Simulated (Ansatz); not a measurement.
W:
```
W
1.0
    2.75222     0.00000     0.00000
   -1.37611     2.38349     0.00000
    0.00000     0.00000     4.88872
W
2
Direct
  0.33333   0.66667   0.75000
  0.66667   0.33333   0.25000
```

Relaxed with PBEsol. Special points in fractions of this cell's reciprocal vectors: Γ (0.000, 0.000, 0.000); M (0.500, 0.000, 0.000); K (0.333, 0.333, 0.000); A (0.000, 0.000, 0.500); L (0.500, 0.000, 0.500); H (0.333, 0.333, 0.500).

Problem. List the band energies nearest the Fermi level at these points for the program Ansatz at the PBEsol level (PAW).

Solution. In eV from the Fermi level; about four levels below and three above (degenerate sets whole), none deeper than 8.9 eV; … stands for higher levels left out; points with the same levels are listed once.

```json
[
 {"k": "Γ", "below": "-1.73 -0.48 -0.48 -0.19", "above": "0.12 0.12 2.02 2.02"},
 {"k": "M", "below": "-1.31 -0.88 -0.37 -0.24", "above": "4.84 5.85 6.18"},
 {"k": "K", "below": "-2.84 -2.84 -2.41 -1.57 -1.57", "above": "0.34 3.26 3.33 3.33"},
 {"k": "A", "below": "-0.44 -0.44 -0.44 -0.44", "above": "…"},
 {"k": "L", "below": "-5.54 -5.54 -3.56 -3.56", "above": "1.35 1.35 1.69 1.69"},
 {"k": "H", "below": "-2.91 -2.91 -1.36 -1.36", "above": "0.64 0.64 4.49 4.49"}
]
```

Space group P6_3/mmc (hcp (Mg type)). The start of the workflow was typed in or built on a structure type; the Crystallography Open Database copy checked does not list it. It is not the phase usual at ambient conditions (space group No. 229). The PBEsol relaxation kept the symmetry of its start; of distortions, only those at the zone centre were tested. The run is not spin-polarised. Scalar-relativistic: spin–orbit coupling is off unless named, which matters more the heavier the elements.

Potentials: the later of the program's two PAW sets.
